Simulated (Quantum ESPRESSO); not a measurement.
# Planted mistakes on one cell of NbTi2O5F3

The results below are calculated, not measured. They come from pw.x of Quantum ESPRESSO 7.5, a plane-wave density functional program, with PseudoDojo standard norm-conserving files (v0.5 for PBE, v0.4.1 for LDA and PBEsol). The cells are made up: elements, strain and atom displacements were drawn at random, and nothing was relaxed. There is no spin polarisation, spin-orbit coupling or dispersion term.

The cell has 12 sites of a rutile lattice (two cells along c). Sites 1 to 4 hold Nb empty Ti Ti; sites 5 to 12 hold O O O O F O F F. Cell vectors in Å: (4.809, 0.068, -0.026); (0.068, 4.739, 0.003); (-0.034, 0.004, 6.048). Settings: PBE, cutoff 1143 eV, 5 x 5 x 4 k mesh shifted by half a step, Fermi-Dirac smearing of 0.025 eV.

The intended run has a self-consistency threshold of 1e-07 eV, a smearing term of 0.000 eV, a pressure of -9.77 GPa and 21 iterations. Each further run changes one thing: all lengths scaled by 0.9942; atoms of sites 10 and 11 exchanged; cutoff 605 eV; files of PBEsol; k mesh 2 x 2 x 2; one electron removed; smearing 0.65 eV; threshold 0.3 eV. A coarse mesh keeps the shift, and a charged cell sits in a uniform background.

| run | change of free energy (eV) | smearing term -TS (eV) | change of P (GPa) | largest change of a force component (eV/Å) | iterations |
| --- | --- | --- | --- | --- | --- |
| A | 0.075 | 0.000 | 2.87 | 0.075 | 10 |
| B | -0.127 | 0.000 | 2.41 | 0.181 | 21 |
| C | -1.753 | 0.000 | -0.71 | 3.573 | 20 |
| D | 18.962 | 0.000 | -5.15 | 0.166 | 21 |
| E | -6.160 | -0.018 | -14.72 | 1.069 | 24 |
| F | -0.003 | 0.000 | -0.02 | 0.039 | 21 |
| G | -1.879 | -5.432 | 5.43 | 2.149 | 21 |
| H | 17.785 | 0.000 | -83.19 | 0.301 | 20 |

A rerun of the intended cell at 1467 eV and k mesh 7 x 7 x 6 moved values by no more than 0.004 eV in the cell's energy, 0.04 GPa in stress and 0.002 eV/Å in force.

Question: which change belongs to which run?

## Worked reading

Run A has the fewest iterations, as a run stopped early does. Run G has the largest smearing term, as wide smearing gives. Run H has a higher energy and the largest fall in pressure, as too small a basis gives. Run B changes the volume by a factor of 0.9827; minus its pressure change over the logarithm of that factor, 138 GPa, is a rough bulk modulus with clamped atoms. Energies from files of another functional, or of a charged cell, have another zero and say nothing on stability; the pressure of a charged cell rests on the program's zero of potential too.

## Key

| run | change |
| --- | --- |
| A | threshold 0.3 eV |
| B | all lengths scaled by 0.9942 |
| C | atoms of sites 10 and 11 exchanged |
| D | files of PBEsol |
| E | one electron removed |
| F | k mesh 2 x 2 x 2 |
| G | smearing 0.65 eV |
| H | cutoff 605 eV |